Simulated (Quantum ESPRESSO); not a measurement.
AlSi2N3O (made-up cell, one site empty), Zn3Se2ClF (made-up cell, one site empty) (calculated)

Calculation on a made-up crystal cell, not a measurement, run twice, once with a planted mistake found by running each candidate: periodic Kohn-Sham density functional theory in plane waves with PseudoDojo standard norm-conserving scalar-relativistic pseudopotentials, each functional with its own files (v0.5 for PBE, v0.4.1 for LDA and PBEsol), no spin polarisation, no spin-orbit coupling, atoms not relaxed, stress positive in tension, energies less a fixed whole-eV offset for each atom's element; levels are Kohn-Sham levels at fractions of this cell's reciprocal vectors, counted from the reference band (half the neutral cell's valence electrons, rounded up) at Gamma; error bars cover cutoff and k-mesh only, not smearing or the files; each bar is the largest change over components, and at least 0.002 eV, 0.002 eV per angstrom or 0.02 GPa; a charged cell sits in a uniform background, with energy and stress on this program's zero of potential; energies are for the whole cell, and the offsets were chosen from early runs and are not element reference energies; a distance is the largest change of any value in units of its error bar (the energy's for the smearing term), a scale change is of lengths, and a coarse mesh keeps the half-step shift. Program: Quantum ESPRESSO 7.5.

Common to all entries: lattice type wurtzite; intended functional pbe; intended fermi dirac smearing 0.025 eV; intended scf tolerance 1e-07 eV; intended electrons removed 0; healthy smearing term minus ts 0 eV; candidate k points along each vector 2; candidate functional lda; candidate second exchanged site 8; structure shown as intended, without the mistake.

(1) AlSi2N3O (made-up cell, one site empty)

Intended structure:
```
CELL_PARAMETERS angstrom
3.05000 0.00000 0.00000
0.00000 5.28280 0.00000
0.00000 0.00000 4.98060
ATOMIC_POSITIONS crystal
Al 0.99564 0.99915 0.98402
Si 0.51177 0.51558 0.01369
Si 0.00043 0.66853 0.52417
O 0.98997 0.97780 0.40288
N 0.50636 0.51492 0.40427
N 0.47557 0.18532 0.87479
N 0.99105 0.66684 0.85763
```

| Property | Result |
| --- | --- |
| empty site | 3 |
| intended cutoff | 1143 eV |
| healthy free energy less offsets | 0.493 eV |
| healthy scf iterations | 13 |
| healthy pressure | -12.55 GPa |
| healthy stress xx | 7.21 GPa |
| healthy stress yy | 16.58 GPa |
| healthy stress zz | 13.85 GPa |
| healthy stress yz | -3.7 GPa |
| healthy stress xz | 1.15 GPa |
| healthy stress xy | -2.1 GPa |
| healthy reference band | 16 |
| faulty free energy less offsets | 0.663 eV |
| faulty scf iterations | 5 |
| faulty smearing term minus ts | 0 eV |
| faulty pressure | -10.17 GPa |
| faulty stress xx | 2.69 GPa |
| faulty stress yy | 18.55 GPa |
| faulty stress zz | 9.27 GPa |
| faulty stress yz | -4.47 GPa |
| faulty stress xz | 1.1 GPa |
| faulty stress xy | -1.91 GPa |
| faulty reference band | 16 |
| candidate cutoff | 837 eV |
| candidate smearing | 0.6 eV |
| candidate scf tolerance | 0.8 eV |
| candidate electrons removed | 1 |
| candidate scale change | 1.53 percent |
| candidate first exchanged site | 4 |
| intended k mesh | 6 x 4 x 4, shifted by half a step |
| fault kind | loose scf |
| other mistakes compared | 7 |
| distance from healthy | 585.7 error bars |
| distance from nearest other mistake | 533.5 error bars |
| healthy error bar energy | 0.002 eV |
| healthy error bar stress | 0.02 GPa |
| healthy error bar force | 0.003084 eV/Å |
| healthy error bar next band up | 0.002 eV |

Atoms:
```tsv
atoms element	atom site	atom energy offset (eV)
Al	1	-64
Si	2	-115
Si	4	-115
O	5	-452
N	6	-283
N	7	-283
N	8	-283
```

Healthy forces:
```tsv
site	x (eV/Å)	y (eV/Å)	z (eV/Å)
1	-0.795	4.026	2.184
2	-0.853	-5.175	1
4	0.134	2.204	-6.515
5	0.161	-3.509	-1.131
6	-0.251	1.429	-2.211
7	1.144	2.012	2.573
8	0.461	-0.988	4.099
```

Healthy levels:
```tsv
level k point	next band up (eV)
Gamma	1.192
(1/2,1/2,1/2)	2.106
(0.15,0,0)	2.16
(0,0.15,0)	1.44
(0,0,0.15)	1.498
```

Faulty forces:
```tsv
site	x (eV/Å)	y (eV/Å)	z (eV/Å)
1	-0.763	4.107	2.013
2	-0.88	-5.089	0.876
4	0.143	2.116	-6.467
5	0.183	-3.189	-0.958
6	-0.245	1.337	-2.133
7	1.135	1.666	2.623
8	0.427	-0.949	4.046
```

Faulty levels:
```tsv
level k point	next band up (eV)
Gamma	0.12
(1/2,1/2,1/2)	1.096
(0.15,0,0)	0.989
(0,0.15,0)	0.277
(0,0,0.15)	0.395
```

Candidate mistake: coarse kmesh, low cutoff, wide smearing, wrong functional, loose scf, wrong charge, cell scaled, atoms exchanged

(2) AlSi2N3O (made-up cell, one site empty)

Structure as in entry 1.

| Quantity | Value |
| --- | --- |
| empty site | 3 |
| intended cutoff | 1143 eV |
| healthy free energy less offsets | 0.493 eV |
| healthy scf iterations | 13 |
| healthy pressure | -12.55 GPa |
| healthy stress xx | 7.21 GPa |
| healthy stress yy | 16.58 GPa |
| healthy stress zz | 13.85 GPa |
| healthy stress yz | -3.7 GPa |
| healthy stress xz | 1.15 GPa |
| healthy stress xy | -2.1 GPa |
| healthy reference band | 16 |
| faulty free energy less offsets | 17.772 eV |
| faulty scf iterations | 14 |
| faulty smearing term minus ts | -0.004 eV |
| faulty pressure | 35.97 GPa |
| faulty stress xx | -50.94 GPa |
| faulty stress yy | -43.2 GPa |
| faulty stress zz | -13.78 GPa |
| faulty stress yz | -3.58 GPa |
| faulty stress xz | 6.33 GPa |
| faulty stress xy | -6.78 GPa |
| faulty reference band | 16 |
| candidate cutoff | 837 eV |
| candidate smearing | 0.6 eV |
| candidate scf tolerance | 0.8 eV |
| candidate electrons removed | 1 |
| candidate scale change | 1.53 percent |
| candidate first exchanged site | 4 |
| intended k mesh | 6 x 4 x 4, shifted by half a step |
| fault kind | atoms exchanged |
| other mistakes compared | 7 |
| distance from healthy | 8640 error bars |
| distance from nearest other mistake | 8459 error bars |
| healthy error bar energy | 0.002 eV |
| healthy error bar stress | 0.02 GPa |
| healthy error bar force | 0.003084 eV/Å |
| healthy error bar next band up | 0.002 eV |

Atoms:
```tsv
atoms element	atom site	atom energy offset (eV)
Al	1	-64
Si	2	-115
Si	4	-115
O	5	-452
N	6	-283
N	7	-283
N	8	-283
```

Healthy forces:
```tsv
site	x (eV/Å)	y (eV/Å)	z (eV/Å)
1	-0.795	4.026	2.184
2	-0.853	-5.175	1
4	0.134	2.204	-6.515
5	0.161	-3.509	-1.131
6	-0.251	1.429	-2.211
7	1.144	2.012	2.573
8	0.461	-0.988	4.099
```

Healthy levels:
```tsv
level k point	next band up (eV)
Gamma	1.192
(1/2,1/2,1/2)	2.106
(0.15,0,0)	2.16
(0,0.15,0)	1.44
(0,0,0.15)	1.498
```

Faulty forces:
```tsv
site	x (eV/Å)	y (eV/Å)	z (eV/Å)
1	-0.634	13.153	5.176
2	-3.537	-11.219	8.661
4	-0.409	1.788	-7.04
5	0.089	-3.235	-0.262
6	0.38	1.152	-0.688
7	0.927	1.328	2.469
8	3.185	-2.968	-8.316
```

Faulty levels:
```tsv
level k point	next band up (eV)
Gamma	0.369
(1/2,1/2,1/2)	0.282
(0.15,0,0)	0.027
(0,0.15,0)	0.261
(0,0,0.15)	0.274
```

Candidate mistake: coarse kmesh, low cutoff, wide smearing, wrong functional, loose scf, wrong charge, cell scaled, atoms exchanged

(3) Zn3Se2ClF (made-up cell, one site empty)

Intended structure:
```
CELL_PARAMETERS angstrom
3.88600 0.04230 -0.01380
0.07320 6.66670 -0.06800
-0.02260 -0.06410 6.14020
ATOMIC_POSITIONS crystal
Zn 0.00076 0.99810 0.00057
Zn 0.50164 0.17212 0.49903
Zn 0.00681 0.66258 0.49792
F 0.99977 0.00183 0.37747
Se 0.49734 0.50454 0.37093
Se 0.49506 0.16824 0.87642
Cl 0.00355 0.66910 0.88019
```

| Quantity | Value |
| --- | --- |
| empty site | 2 |
| intended cutoff | 1170 eV |
| healthy free energy less offsets | 2.948 eV |
| healthy scf iterations | 10 |
| healthy pressure | 1.5 GPa |
| healthy stress xx | -2.87 GPa |
| healthy stress yy | -0.2 GPa |
| healthy stress zz | -1.42 GPa |
| healthy stress yz | 0.14 GPa |
| healthy stress xz | 0.33 GPa |
| healthy stress xy | 0.75 GPa |
| healthy reference band | 53 |
| faulty free energy less offsets | 2.341 eV |
| faulty scf iterations | 10 |
| faulty smearing term minus ts | 0 eV |
| faulty pressure | 0.77 GPa |
| faulty stress xx | -0.09 GPa |
| faulty stress yy | -0.51 GPa |
| faulty stress zz | -1.71 GPa |
| faulty stress yz | 0.18 GPa |
| faulty stress xz | 0.32 GPa |
| faulty stress xy | 0.79 GPa |
| faulty reference band | 53 |
| candidate cutoff | 716 eV |
| candidate smearing | 0.83 eV |
| candidate scf tolerance | 0.04 eV |
| candidate electrons removed | -1 |
| candidate scale change | 0.65 percent |
| candidate first exchanged site | 3 |
| intended k mesh | 5 x 4 x 4, shifted by half a step |
| fault kind | coarse kmesh |
| other mistakes compared | 7 |
| distance from healthy | 79.08 error bars |
| distance from nearest other mistake | 76.56 error bars |
| healthy error bar energy | 0.007666 eV |
| healthy error bar stress | 0.05621 GPa |
| healthy error bar force | 0.002486 eV/Å |
| healthy error bar next band up | 0.002033 eV |

Atoms:
```tsv
atoms element	atom site	atom energy offset (eV)
Zn	1	-5687
Zn	3	-5687
Zn	4	-5687
F	5	-677
Se	6	-3300
Se	7	-3300
Cl	8	-449
```

Healthy forces:
```tsv
site	x (eV/Å)	y (eV/Å)	z (eV/Å)
1	0.058	-0.254	-0.223
3	0.04	-0.171	-0.129
4	-0.507	0.162	0.747
5	-0.037	-0.083	-0.168
6	0.546	0.017	-1.219
7	-0.085	0.229	0.889
8	-0.015	0.101	0.103
```

Healthy levels:
```tsv
level k point	next band up (eV)
Gamma	0.725
(1/2,1/2,1/2)	2.106
(0.15,0,0)	1.185
(0,0.15,0)	0.968
(0,0,0.15)	1.099
```

Faulty forces:
```tsv
site	x (eV/Å)	y (eV/Å)	z (eV/Å)
1	0.057	-0.196	-0.265
3	0.041	-0.199	-0.155
4	-0.505	0.104	0.703
5	-0.036	-0.074	-0.152
6	0.541	0.02	-1.198
7	-0.082	0.215	0.955
8	-0.016	0.13	0.112
```

Faulty levels:
```tsv
level k point	next band up (eV)
Gamma	0.746
(1/2,1/2,1/2)	2.147
(0.15,0,0)	1.205
(0,0.15,0)	0.989
(0,0,0.15)	1.116
```

Candidate mistake: coarse kmesh, low cutoff, wide smearing, wrong functional, loose scf, wrong charge, cell scaled, atoms exchanged

(4) Zn3Se2ClF (made-up cell, one site empty)

Structure as in entry 3.

| Item | Value |
| --- | --- |
| empty site | 2 |
| intended cutoff | 1170 eV |
| healthy free energy less offsets | 2.948 eV |
| healthy scf iterations | 10 |
| healthy pressure | 1.5 GPa |
| healthy stress xx | -2.87 GPa |
| healthy stress yy | -0.2 GPa |
| healthy stress zz | -1.42 GPa |
| healthy stress yz | 0.14 GPa |
| healthy stress xz | 0.33 GPa |
| healthy stress xy | 0.75 GPa |
| healthy reference band | 53 |
| faulty free energy less offsets | 2.951 eV |
| faulty scf iterations | 5 |
| faulty smearing term minus ts | 0 eV |
| faulty pressure | 1.26 GPa |
| faulty stress xx | -2.61 GPa |
| faulty stress yy | 0.09 GPa |
| faulty stress zz | -1.27 GPa |
| faulty stress yz | 0.2 GPa |
| faulty stress xz | 0.33 GPa |
| faulty stress xy | 0.75 GPa |
| faulty reference band | 53 |
| candidate cutoff | 716 eV |
| candidate smearing | 0.83 eV |
| candidate scf tolerance | 0.04 eV |
| candidate electrons removed | -1 |
| candidate scale change | 0.65 percent |
| candidate first exchanged site | 3 |
| intended k mesh | 5 x 4 x 4, shifted by half a step |
| fault kind | loose scf |
| other mistakes compared | 7 |
| distance from healthy | 116.1 error bars |
| distance from nearest other mistake | 121.8 error bars |
| healthy error bar energy | 0.007666 eV |
| healthy error bar stress | 0.05621 GPa |
| healthy error bar force | 0.002486 eV/Å |
| healthy error bar next band up | 0.002033 eV |

Atoms:
```tsv
atoms element	atom site	atom energy offset (eV)
Zn	1	-5687
Zn	3	-5687
Zn	4	-5687
F	5	-677
Se	6	-3300
Se	7	-3300
Cl	8	-449
```

Healthy forces:
```tsv
site	x (eV/Å)	y (eV/Å)	z (eV/Å)
1	0.058	-0.254	-0.223
3	0.04	-0.171	-0.129
4	-0.507	0.162	0.747
5	-0.037	-0.083	-0.168
6	0.546	0.017	-1.219
7	-0.085	0.229	0.889
8	-0.015	0.101	0.103
```

Healthy levels:
```tsv
level k point	next band up (eV)
Gamma	0.725
(1/2,1/2,1/2)	2.106
(0.15,0,0)	1.185
(0,0.15,0)	0.968
(0,0,0.15)	1.099
```

Faulty forces:
```tsv
site	x (eV/Å)	y (eV/Å)	z (eV/Å)
1	0.059	-0.143	-0.183
3	0.04	-0.145	-0.129
4	-0.506	-0.115	0.684
5	-0.036	-0.133	-0.179
6	0.546	0.02	-1.202
7	-0.089	0.517	0.893
8	-0.014	-0.001	0.117
```

Faulty levels:
```tsv
level k point	next band up (eV)
Gamma	0.732
(1/2,1/2,1/2)	2.113
(0.15,0,0)	1.195
(0,0.15,0)	0.975
(0,0,0.15)	1.105
```

Candidate mistake: coarse kmesh, low cutoff, wide smearing, wrong functional, loose scf, wrong charge, cell scaled, atoms exchanged
